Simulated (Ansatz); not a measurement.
## CaZn3: pressure against volume

CaZn3, Fm-3m, a = 6.608 Å. The structure is a Materials Project entry; whether it is the stable form wasn't checked. Ansatz: r2SCAN, PAW, 500 eV, Γ-centred 12×12×12 mesh on 4 atoms, Gaussian smearing 0.10 eV; no spin polarisation. Symmetry fixes shape and atoms, so the cell is only scaled; pressure is positive in compression.

| V (Å³/atom) | P (GPa) |
| --- | --- |
| 16.950 | 3.94 |
| 17.491 | 1.80 |
| 18.032 | 0.00 |
| 18.573 | -1.53 |
| 19.113 | ? |

Task: Take V0 = 18.032 Å³/atom, fit the third-order Birch–Murnaghan form to the other rows, and predict the missing pressure.

Result: With the Eulerian strain f = ½[(V0/V)^(2/3) − 1] and y = P/[3f(1 + 2f)^(5/2)], the form is the line y = B0 + 1.5 B0 (B0′ − 4) f. Rows (f, y): 0.02106, 56.2; 0.01026, 55.6; -0.00976, 54.9. Means f = 0.007187, y = 55.567; Σ(Δf)² = 0.0004891, ΣΔfΔy = 0.02019; the slope is their ratio. y = 55.27 + 41.27 f GPa, so B0 = 55.3 GPa and B0′ = 4 + 2 × (41.27)/(3 × 55.27) = 4.50. At V = 19.113, f = -0.01904, y = 54.48 and P = -2.82 GPa. The run gave -2.81 GPa, so the fit is 0.01 GPa too low, a small miss on the scale of the series. The form still works here, 33 % of the fitted range beyond its end.

Cost: 5 runs of about 3.2 core-minutes in all, on Arm Neoverse V2 (shared hosts).